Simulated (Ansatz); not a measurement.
# What DFT gives for MnPbO3

```yaml
crystal:
  lattice:
    - [3.86040, 0.00000, 0.00000]
    - [0.00000, 3.86040, 0.00000]
    - [0.00000, 0.00000, 3.86040]
  atoms:
    - { symbol: Mn, position: [0.00000, 0.00000, 0.00000] }
    - { symbol: O, position: [0.50000, 0.00000, 0.00000] }
    - { symbol: O, position: [0.00000, 0.50000, 0.00000] }
    - { symbol: O, position: [0.00000, 0.00000, 0.50000] }
    - { symbol: Pb, position: [0.50000, 0.50000, 0.50000] }
```

Method: r2SCAN, collinear spin; PAW, plane waves to 500 eV, 6×6×6 Γ-centred mesh, fermi-dirac occupations (width 0.1 eV) (Ansatz 0.2.0), atoms fixed.

Magnetic state (reached from a saved solution, and it need not be the lowest): Mn1 up.

Q: Metal or insulator?

A: It is a metal, with about 1.2 states/eV a cell as the mean within 0.25 eV of the Fermi level, mostly O p (49 %), Mn d (33 %) and Pb s (13 %).

Q: What is the formation energy?

A: -1.64 eV an atom against the elements' usual phases (free molecules for gases, crystals otherwise, with no correction for O₂ or N₂), so it is bound against them; other compounds may still compete. Relaxing would lower it.

Q: Which element gives electrons and which takes them?

A: Bader charges in e: Mn +1.96, Pb +1.50, O -1.15. In the mean Mn gives up most and O takes most.

Q: Describe some of the short contacts.

A: Mn–O at 1.93 Å: least valence density 0.70 e/Å³ and ELF 0.22 there. Pb–O at 2.73 Å: least valence density 0.19 e/Å³ and ELF 0.10 there. Both are smooth PAW fields, read partly inside the augmentation spheres.

Q: What does the stress say?

A: The pressure is -2.7 GPa (compression positive), so with the atoms held at these fractions the cell would first shrink.

Q: How large are the moments?

A: Mn1 +2.96 μB of spin moment in Bader basins; net size 3.03 μB a cell.

Q: Are the atoms at rest?

A: The forces vanish by the symmetry of the sites.

Origin: a known structure type with other elements, at an estimated volume, so it need not be a known compound. Caveats: semilocal functionals often miss the gap of such magnets.
